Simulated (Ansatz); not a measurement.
# NMR crystallography of Ge with Gd replacing Ge: given against relaxed positions

Start: a supercell of Ge (diamond type, Fd-3m) built from a COD entry, with all atoms left at the host's positions.

```cif
data_GdGe53
_symmetry_space_group_name_H-M 'F-43m'
_symmetry_Int_Tables_number 216
_cell_length_a 16.9735
_cell_length_b 16.9735
_cell_length_c 16.9735
_cell_angle_alpha 90.000
_cell_angle_beta 90.000
_cell_angle_gamma 90.000
loop_
_atom_site_label
_atom_site_type_symbol
_atom_site_symmetry_multiplicity
_atom_site_Wyckoff_symbol
_atom_site_fract_x
_atom_site_fract_y
_atom_site_fract_z
Gd Gd 4 a 0.0000 0.0000 0.0000
Ge2 Ge 48 h 0.1667 0.0000 0.1667
Ge5 Ge 16 e 0.3333 0.8333 0.1667
Ge9 Ge 16 e 0.6667 0.6667 0.3333
Ge15 Ge 24 f 0.5000 0.6667 0.5000
Ge28 Ge 16 e 0.0833 0.9167 0.0833
Ge29 Ge 24 g 0.2500 0.9167 0.2500
Ge33 Ge 48 h 0.5833 0.7500 0.4167
Ge41 Ge 16 e 0.4167 0.5833 0.4167
Ge54 Ge 4 c 0.7500 0.2500 0.7500
```

One atom of each set is listed; the run and its k-mesh use a cell of 54 atoms with edges of 12.00, 12.00, 12.00 Å.

Method: Kohn–Sham DFT in Ansatz, PBE, plane waves and PAW, scalar-relativistic, collinear spin, 420 eV cutoff, Γ-centred 2×2×2 k-points, Fermi–Dirac smearing 0.01 eV, cell charge -1. Start moments as typed (μB): 7 on each Gd, none on the rest.

The largest force at the start is 3.3 eV/Å. Relaxing the ions at fixed cell moves them by 0.243 Å at most (atom 28, Ge) and 0.068 Å rms.

| site | moved (Å) | first shell before | first shell after | V_zz before (10²¹ V/m²) | η before |
| --- | --- | --- | --- | --- | --- |
| Gd | 0.000 | 4 Ge at 2.45 Å | 4 Ge at 2.69 Å | 0.00 | – |
| Ge2 | 0.033 | 4 Ge at 2.45 Å | 4 Ge at 2.40–2.45 Å | -0.96 | 0.16 |
| Ge5 | 0.006 | 4 Ge at 2.45 Å | 4 Ge at 2.45 Å | 0.42 | 0.00 |
| Ge9 | 0.001 | 4 Ge at 2.45 Å | 4 Ge at 2.45 Å | 0.26 | 0.00 |
| Ge15 | 0.001 | 4 Ge at 2.45 Å | 4 Ge at 2.45 Å | 0.17 | 0.62 |
| Ge28 | 0.243 | 1 Gd at 2.45 Å, 3 Ge at 2.45 Å | 3 Ge at 2.40 Å, 1 Gd at 2.69 Å | -13.70 | 0.00 |
| Ge29 | 0.010 | 4 Ge at 2.45 Å | 4 Ge at 2.41–2.45 Å | -0.97 | 0.27 |
| Ge33 | 0.004 | 4 Ge at 2.45 Å | 4 Ge at 2.45 Å | 0.43 | 0.69 |
| Ge41 | 0.005 | 4 Ge at 2.45 Å | 4 Ge at 2.45 Å | -0.13 | 0.00 |

Q: What are V_zz and η after the relaxation?

A: 

| site | V_zz after | η after | change of V_zz |
| --- | --- | --- | --- |
| Gd | 0.00 | – | 0.00 |
| Ge2 | 1.36 | 0.30 | – |
| Ge5 | 0.26 | 0.00 | -0.16 |
| Ge9 | 0.13 | 0.00 | -0.13 |
| Ge15 | 0.11 | 0.98 | -0.06 |
| Ge28 | -13.76 | 0.00 | -0.06 |
| Ge29 | 1.14 | 0.68 | – |
| Ge33 | 0.12 | 0.27 | – |
| Ge41 | -0.28 | 0.00 | -0.15 |

The largest change of V_zz along a kept axis is on Ge5, from 0.42 to 0.26. The whole tensor moves most on Ge2, by 0.92 along its most changed direction. Where |V_zz| stays above 0.1 and the axes keep their order, η moves most on Ge15, from 0.62 to 0.98. On Ge29, Ge2, Ge33 the largest principal value lies along another axis in the second run, so the two V_zz can't be compared directly. Other sites without a gradient aren't listed. The electronic state changes along with the positions (the gap closes), so the changes aren't those of geometry alone.

The defect repeats with the cell of 54 atoms, so it feels its images: sites between two images don't show the values beside a lone defect, and zeros or small values of η there can come from the images' arrangement. A uniform background compensates the cell's charge. Without spin–orbit coupling the gradients at and beside Gd can be off by some per cent, at some sites by more. The cell keeps the host's lattice, where the PBE pressure is 5 GPa (in a charged cell this depends on the convention for the mean potential).
Before: With a gap of 0.2 eV on this mesh, small gradients can still move by 0.1 × 10²¹ V/m² or more as the k-mesh gets denser. The neighbours have not yet relaxed around the defect (largest force 3.3 eV/Å), so the values at and beside it are those of a strained start, not of the defect in a real crystal.
After: The relaxation keeps the site symmetry -43m of the start, so the impurity can't leave its site; a distortion that would localise the partly filled state isn't explored. The defect cell has no gap above 0.1 eV on its mesh, so the values can hang on the smearing and the k-mesh.
